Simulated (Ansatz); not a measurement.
Input and output for As: DFT, LDA, all-electron LAPW, scalar-relativistic (Ansatz 0.2.0).

The cell comes from a relaxation on PAW files under the same functional, begun from a database entry that needn't be the ground state.

Command: `ansatz run input.yaml --threads 1 --pin off --max-ram 3072MiB --backend cpu --events-out ev --progress --plain --runs-dir out` It took 37 s on 1 thread of Arm Neoverse V1, with other jobs on the host, peak memory 0.54 GiB.

```yaml
crystal:
  lattice:
    - [1.8798913382, 1.0853557701, 3.3295843998]
    - [-1.8798913382, 1.0853557701, 3.3295843998]
    - [0.0, -2.1707115403, 3.3295843998]
  atoms:
    - { symbol: As, position: [0.7695292492, 0.7695292492, 0.7695292492] }
    - { symbol: As, position: [0.2304707508, 0.2304707508, 0.2304707508] }
kpoints:
  mp_grid: { grid: [11, 11, 11] }
scf:
  occupations: { method: fermi_dirac, width: 0.05 }
hamiltonian:
  xc: lda
  pseudopotentials: { kind: all_electron, lapw: { basis_error: 0.0005 } }
output:
  forces: true
  stress: true
  eigenvalues: true
```

Output:

```
LAPW: plane waves up to 9.052 Å⁻¹, error target 5.0e-4 eV per atom; small_component_spin mean_spin; As in spheres of 1.259 Å, 23 of its electrons in bands, Dirac shells [] (how accurate: hamiltonian.pseudopotentials.lapw.basis_error, Limitations)
Engine: ansatz 0.2.0
Pseudopotentials: kind: all_electron
Pseudopotential: As, LAPW, valence charge 23, lapw/all_electron/scalar/gaussian/As, Koelling and Harmon's equation, gaussian nucleus
Functional definition: SPW92
  exchange = slater_x
  correlation = pw_c
Crystal: 2 atoms, lattice volume = 40.761 Å³
Basis set: ecut = 312.1925697097469 eV, 543 PW (Γ), exchange–correlation at level 2
Bands: 28, of which v1, the nominal top of the filled ones, is band 23 counted from 1 (22 counted from 0)
Symmetry: 12 space group operations
Space group: R-3m (ITA 166), of the structure as read, at distance tolerance 3.4e-5 Å
k-points: 146 of 1331
Non-local potential: As, projectors of the file, none
Initial density: superposition of atomic densities (chi_scale 0.1, normalization cell)
Initial wavefunctions: plane waves of lowest kinetic energy (no species holds an atomic orbital)
Functional: x = slater, c = lda
iter 1 solved again at ethr=2.45e-4 eV; its pass at ethr=1.00e-1 eV (dr2=1.13e-1 eV) is discarded
SCF iter   1: F=—  HF=-122883.197501 eV  |F-HF|=—  |Δ(HF+E_count)|=         —  Δρ=1.92e-2  dr2=1.13e-1  ethr=2.45e-4  ⟨swp⟩=3.0  Hψ=26560  notcnv=0
preconditioner: auto → none  [insulator: Δε(μ)=0.253 eV  Ē_g=11.498 eV  σ=0.050 eV  W_gap=0.85  n_scr=14 (ndim 8)  ℏωp=18.4 eV  f_vac=0.010  D(μ)=0.05/eV (n_scr^D=0)  ε∞_Penn≈3.6]
SCF iter   2: F=—  HF=-122883.169257 eV  |F-HF|=—  |Δ(HF+E_count)|=   2.82e-2  Δρ=8.89e-3  dr2=2.39e-2  ethr=2.45e-4  ⟨swp⟩=2.0  Hψ=11859  notcnv=0
iter 3 solved again at ethr=2.18e-7 eV; its pass at ethr=5.20e-5 eV (dr2=1.01e-4 eV) is discarded
SCF iter   3: F=—  HF=-122883.163671 eV  |F-HF|=—  |Δ(HF+E_count)|=   5.59e-3  Δρ=5.07e-4  dr2=1.01e-4  ethr=2.18e-7  ⟨swp⟩=2.1  Hψ=20425  notcnv=0
SCF iter   4: F=—  HF=-122883.163305 eV  |F-HF|=—  |Δ(HF+E_count)|=         —  Δρ=1.64e-4  dr2=5.76e-6  ethr=2.18e-7  ⟨swp⟩=2.4  Hψ=11939  notcnv=0
the basis was enlarged: its passes take 111.0 KiB over the memory plan, 1 of 1 planned eigensolver slots
SCF iter   5: F=—  HF=-122883.163256 eV  |F-HF|=—  |Δ(HF+E_count)|=   4.88e-5  Δρ=7.44e-5  dr2=2.93e-6  ethr=1.25e-8  ⟨swp⟩=2.9  Hψ=12098  notcnv=0
SCF iter   6: F=—  HF=-122883.163251 eV  |F-HF|=—  |Δ(HF+E_count)|=   4.74e-6  Δρ=1.75e-5  dr2=2.59e-7  ethr=6.36e-9  ⟨swp⟩=3.0  Hψ=12220  notcnv=0
SCF iter   7: F=-122883.163251 eV  HF=-122883.163251 eV  |F-HF|=4.73e-8  |Δ(HF+E_count)|=   1.91e-7  Δρ=3.83e-6  dr2=3.22e-9  ethr=5.63e-10  ⟨swp⟩=2.8  Hψ=11984  notcnv=0
SCF 1 converged in 7 iterations: F = -122883.163251 eV  dr2 = 3.22e-9
SCF converged after 7 iterations
Free energy (F): -122883.163251 eV
Harris-Foulkes:  -122883.163251 eV  (|F-HF|=4.73e-8)
Internal energy: -122883.162621 eV  (E = F + TS)
E sigma→0 (E₀):  -122883.162936 eV
Entropy (-TS):   -0.000630 eV (-0.315 meV/atom)
Fermi energy:    12.035376 eV
--- Per-component energies (eV) ---
  E_band       = -2526.195286
  E_kinetic    = 125579.584640
  E_xc         = -4396.575703
  E_electrostatic = -244066.171557  (all electrons and nuclei)
  E_smearing   = -0.000630  (= −TS)
  E_closure    = 0.000000  (closes the sum)
  E_atoms      = -122872.366468  (free atoms, spherical and without spin; not in F)
  Σ components = -122883.163251   (vs F -122883.163251, Δ=0.00e0)
  Basis errors (estimates in eV, not in F): energy 2.1e-4 per atom: plane waves 1.9e-4 (1.1e-4 summed), levels above the bands 1.9e-58, relativity 3.0e-9, radial functions 2.1e-5, core shells 5.1e-10; eigenvalues (radial functions only) 8.8e-7; not estimated: angular momenta, meshes, grids; target (lapw.basis_error) 5.0e-4; muffin-tin radii As 1.259 Å
--- Forces (eV/Å), atoms counted from 1 ---
  atom   1  As     0.00000000     0.00000000    -0.00179665
  atom   2  As     0.00000000    -0.00000000     0.00179665
  max |Σ_I F_I| component: 0.00e0 eV/Å
--- Stress (GPa, compression-positive) ---
        0.026880      -0.000000       0.000000
       -0.000000       0.026880       0.000000
        0.000000       0.000000       0.022984
  P = ⅓ Tr σ = 0.0256 GPa (0.256 kbar)
--- Band table (eV; the first three rows and the last of 146) ---
  k-point 0: bands = ["-172.8764", "-172.8758", "-116.8011", "-116.8011", "-116.7985", "-116.7985", "-116.7772", "-116.7754", "-24.4324", "-24.4324", "-24.3830", "-24.3830", "-24.3571", "-24.3127", "-24.3127", "-24.3034", "-24.2661", "-24.2661", "-3.3740", "6.4180", "9.5803", "9.8650", "9.8650", "14.1361", "15.1521", "15.1521", "18.4985", "18.4985"]
  k-point 1: bands = ["-172.8763", "-172.8758", "-116.8011", "-116.8010", "-116.7985", "-116.7985", "-116.7771", "-116.7755", "-24.4309", "-24.4297", "-24.3820", "-24.3812", "-24.3561", "-24.3140", "-24.3133", "-24.3049", "-24.2685", "-24.2678", "-3.2600", "5.9272", "9.6008", "9.8115", "9.9934", "14.2052", "14.8907", "14.9552", "17.9344", "18.4439"]
  k-point 2: bands = ["-172.8763", "-172.8759", "-116.8011", "-116.8009", "-116.7987", "-116.7985", "-116.7770", "-116.7755", "-24.4266", "-24.4220", "-24.3793", "-24.3761", "-24.3533", "-24.3176", "-24.3153", "-24.3092", "-24.2751", "-24.2727", "-2.9198", "4.7879", "9.5236", "9.6832", "10.3512", "13.9283", "14.3309", "14.3971", "17.6754", "18.4257"]
  k-point 145: bands = ["-172.8763", "-172.8758", "-116.8010", "-116.8009", "-116.7986", "-116.7986", "-116.7769", "-116.7756", "-24.4110", "-24.4100", "-24.3740", "-24.3732", "-24.3480", "-24.3185", "-24.3177", "-24.3120", "-24.2908", "-24.2902", "-1.5294", "1.5098", "8.8716", "9.8965", "11.4174", "12.6790", "12.7436", "14.6250", "20.0838", "22.3142"]
```
